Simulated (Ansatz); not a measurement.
All-electron LAPW in Ansatz 0.2.0 under PBE, scalar-relativistic, energies extrapolated to zero smearing. Slabs are 1×1 cells cut from bulk crystals relaxed on PAW files, with atoms then relaxed, 16 to 20 Å of vacuum, a dipole correction, k spacings of 0.16 to 0.26 Å⁻¹ and smearing of 0.02 to 0.1 eV, without spin–orbit coupling or spin polarisation. The bulk type named needn't be the stable one, and no reconstruction is allowed.

```json
{"slab": "CsCl AlCo (110), 3 layers", "area (Å²)": "11.51", "γ (J/m²)": "2.18", "Φ (eV)": "4.82", "Δd12 (%)": "0.1"}
{"slab": "CsCl AlCo (110), 2 layers", "area (Å²)": "11.51", "γ (J/m²)": "?", "Φ (eV)": "?", "Δd12 (%)": "0.5"}
{"slab": "CsCl AlCo (110), 4 layers", "area (Å²)": "11.51", "γ (J/m²)": "2.17", "Φ (eV)": "4.85", "Δd12 (%)": "0.8"}
{"slab": "CsCl AlCo (110), 1 layer", "area (Å²)": "11.51", "γ (J/m²)": "2.18", "Φ (eV)": "4.92", "Δd12 (%)": "–"}
```

(1) Give the missing entry: row "CsCl AlCo (110), 2 layers", column "Φ (eV)".

(2) Fill in "γ (J/m²)" for the row "CsCl AlCo (110), 2 layers".

Results:

(1) 4.72.

(2) 2.27.
